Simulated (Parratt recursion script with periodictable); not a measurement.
# How fast does roughness lower the EUV peak of a Si/Mo multilayer on Si?

| layer, from the top | thickness (Å) | density (g/cm³) | rms roughness of its top face (Å) | δ at 13.5 nm | β at 13.5 nm |
|---|---|---|---|---|---|
| Si (in each period) | 34.5 | 2.313 | varied | 9.927 × 10⁻⁴ | 0.001813 |
| Mo (in each period) | 34.5 | 10.026 | varied | 0.07476 | 0.006314 |
| Si (substrate) | – | 2.313 | 4 | 9.927 × 10⁻⁴ | 0.001813 |

The refractive index is n = 1 − δ + iβ; the runs take δ and β at each wavelength of the scan. Vacuum lies above.

Densities are inputs, not measurements. They were set from computed cells of the Materials Project: Si from entry mp-149 (Fd-3m, 2.313 g/cm³); Mo from entry mp-129 (Im-3m, 10.026 g/cm³). A layer's crystal structure does not enter its constants, only its composition and density.

Method: EUV and soft X-ray reflectivity, Parratt recursion, Névot-Croce roughness, Henke tables (Parratt recursion script with periodictable 1.7.1).

Light falls at α = 5° from the surface normal. It is p-polarised. The wavelength is scanned from 12.42 to 14.58 nm in 161 evenly spaced points, without smoothing. The peak is the highest scan point; its wavelength and height come from a parabola through R at that point and its two neighbours.

The pair is repeated 30 times. The runs differ only in σ, the roughness on top of both layers of each period; the substrate's stays as listed.

| σ (Å) | peak λ (nm) | peak R (%) |
|---|---|---|
| 0 | 13.335 | 69.2 |
| 3 | 13.329 | 67.8 |
| 4 | 13.325 | 66.8 |
| 6 | 13.315 | ? |

Estimate the peak reflectivity at σ = 6 Å from a line of ln R against σ², and compare with the factor exp[−(2πσ/D)²] for one weak reflection.

With R₀ = 69.2 % of the first row, ln(R/R₀) is 0.0000 at σ² = 0, −0.0204 at σ² = 9, −0.0353 at σ² = 16 Å². A least-squares line has slope −0.00221 Å⁻² and intercept −0.0002, which gives 63.9 % at σ² = 36 Å². For D = 69 Å, (2π/D)² = 0.00829 Å⁻², and that slope from the first row gives 51.3 %.

The run gave 63.5 %, so the line misses by 0.4 points. The fitted slope is 0.27 of (2π/D)² in size.
